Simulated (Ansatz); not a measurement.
Mg:
```xyz
2
Lattice="3.1891 0.0000 0.0000 -1.5946 2.7619 0.0000 0.0000 0.0000 5.1079" Properties=species:S:1:pos:R:3 pbc="T T T"
Mg     0.0000     1.8412     1.2770
Mg     1.5946     0.9206     3.8309
```

Relaxed with PBEsol. Special points in fractions of this cell's reciprocal vectors: Γ (0.000, 0.000, 0.000); M (0.500, 0.000, 0.000); K (0.333, 0.333, 0.000); A (0.000, 0.000, 0.500); L (0.500, 0.000, 0.500); H (0.333, 0.333, 0.500).

Task: List the band energies nearest the Fermi level at these points for plane-wave PAW PBEsol (Ansatz code).

Result: In eV from the Fermi level; about four levels below and three above (degenerate sets whole), none deeper than 8.9 eV; … stands for higher levels left out; points with the same levels are listed once.

| k | below | above |
|---|---|---|
| Γ | -7.01 -1.64 -1.11 | 10.90 10.90 11.02 11.02 |
| M | -2.21 -2.19 | 2.71 3.06 3.42 |
| K | -0.68 -0.65 -0.65 | 4.18 4.18 4.46 |
| A | -5.57 -5.57 | 5.30 5.30 … |
| L | -1.13 -1.13 -0.46 -0.46 | 8.04 8.04 … |
| H | – | 0.17 0.17 0.65 0.65 |

Space group P6_3/mmc (hcp (Mg type)). Symmetry was held in the PBEsol relaxation; phonons on a q-mesh show no instability.

Potentials: the earlier of the program's two PAW sets.
